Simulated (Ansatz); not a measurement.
# What DFT gives for GaSb

```
CELL_PARAMETERS angstrom
0.00000 3.07763 3.07763
3.07763 0.00000 3.07763
3.07763 3.07763 0.00000
ATOMIC_POSITIONS crystal
Ga 0.00000 0.00000 0.00000
Sb 0.25000 0.25000 0.25000
```

Level: r2SCAN, no spin polarisation; 500 eV; 10×10×10 Γ-centred mesh; fermi-dirac occupations (width 0.1 eV); Ansatz 0.2.0, fixed geometry.

Q: What does the stress say?

A: The pressure is -0.6 GPa (compression positive), so with the atoms held at these fractions the cell would first shrink.

Q: Describe some of the short contacts.

A: Ga–Sb at 2.67 Å: least valence density 0.40 e/Å³ and ELF 0.67 there, a shared, covalent-like contact. These are pseudo-fields; inside the PAW spheres they differ from the all-electron ones.

Q: What is the character of the valence top and the conduction bottom?

A: Within 0.7 eV of the edges, the states project mainly on Sb p (72 %) and Ga p (26 %) below the gap and on Ga s (35 %), Sb s (24 %) and Ga p (18 %) above it.

Q: What is the band gap?

A: The gap is 0.33 eV, direct at the points sampled.

Q: Which element gives electrons and which takes them?

A: Bader charges in e: Ga +0.37, Sb -0.37. In the mean Ga gives up most and Sb takes most.

Origin: a database entry at a rescaled volume. Caveats: no spin-orbit coupling, which can shift this gap by tenths of an eV.
